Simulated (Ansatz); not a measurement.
Zr:
```
CELL_PARAMETERS angstrom
      4.97080     0.00000     0.00000
     -2.48540     4.30484     0.00000
      0.00000     0.00000     3.11171
ATOMIC_POSITIONS crystal
  Zr 0.00000 0.00000 0.00000
  Zr 0.33333 0.66667 0.50000
  Zr 0.66667 0.33333 0.50000
```

Relaxed with PBEsol. Special points in fractions of this cell's reciprocal vectors: Γ (0.000, 0.000, 0.000); M (0.500, 0.000, 0.000); K (0.333, 0.333, 0.000); A (0.000, 0.000, 0.500); L (0.500, 0.000, 0.500); H (0.333, 0.333, 0.500).

Question: List the band energies nearest the Fermi level at these points for PBEsol (plane waves, PAW; program Ansatz).

Answer: In eV from the Fermi level; about four levels below and three above (degenerate sets whole), none deeper than 8.9 eV; points with the same levels are listed once.

```json
[
 {"k": "Γ", "below": "-0.48 -0.48 -0.43 -0.43 -0.17", "above": "0.87 1.68 1.68"},
 {"k": "M", "below": "-0.66 -0.63 -0.51 -0.01", "above": "0.73 1.11 1.77"},
 {"k": "K", "below": "-3.01 -3.01 -0.51 -0.51 -0.08", "above": "0.25 0.72 0.72"},
 {"k": "A", "below": "-2.12 -1.96 -1.96 -1.34", "above": "1.24 1.24 1.73 1.73"},
 {"k": "L", "below": "-2.03 -1.56 -0.83 -0.46", "above": "0.28 0.95 1.33"},
 {"k": "H", "below": "-1.59 -1.59 -1.14 -1.07 -1.07", "above": "0.54 0.54 0.94 0.94"}
]
```

Space group P6/mmm. This is a known high-pressure phase of the composition, computed here at zero pressure and temperature. Symmetry was held in the PBEsol relaxation; of distortions, only those at the zone centre were tested. The run is not spin-polarised. Scalar-relativistic: spin–orbit coupling is off unless named, which matters more the heavier the elements.

Potentials: the later of the program's two PAW sets.
